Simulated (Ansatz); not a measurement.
Consider the following.

CdS:
```cif
data_Cd4S4
_chemical_formula_sum 'Cd4 S4'
_space_group_name_H-M_alt 'Fm-3m'
_space_group_IT_number 225
_space_group_name_Hall '-F 4 2 3'
_cell_length_a 5.33926
_cell_length_b 5.33926
_cell_length_c 5.33926
_cell_angle_alpha 90.000
_cell_angle_beta 90.000
_cell_angle_gamma 90.000
loop_
_atom_site_label
_atom_site_type_symbol
_atom_site_symmetry_multiplicity
_atom_site_Wyckoff_symbol
_atom_site_fract_x
_atom_site_fract_y
_atom_site_fract_z
_atom_site_occupancy
Cd1 Cd 4 a 0.00000 0.00000 0.00000 1
S1 S 4 b 0.50000 0.50000 0.50000 1
```
(The calculation used a cell of 2 atoms; values per cell refer to that cell.)

This is the LDA-relaxed structure.

Question: All from plane-wave PAW LDA (Ansatz code), unless another level is named. Estimate the electronic character.

Answer: no gap, with almost no states at the Fermi level (zero-gap or semimetallic).

Question: Predict the formation energy from the elements (no fitted shifts).

Answer: -0.56 eV/atom.

This is a known high-pressure phase of the composition, computed here at zero pressure and temperature. The cell was relaxed with LDA under the symmetry of its start; of distortions, only those at the zone centre were tested. A small band overlap can be real or an error of a semilocal functional. The references are the lowest solids computed at this level, not always the standard phases. Scalar-relativistic: spin–orbit coupling is off unless named, which matters more the heavier the elements.

Potentials: the later of the program's two PAW sets.
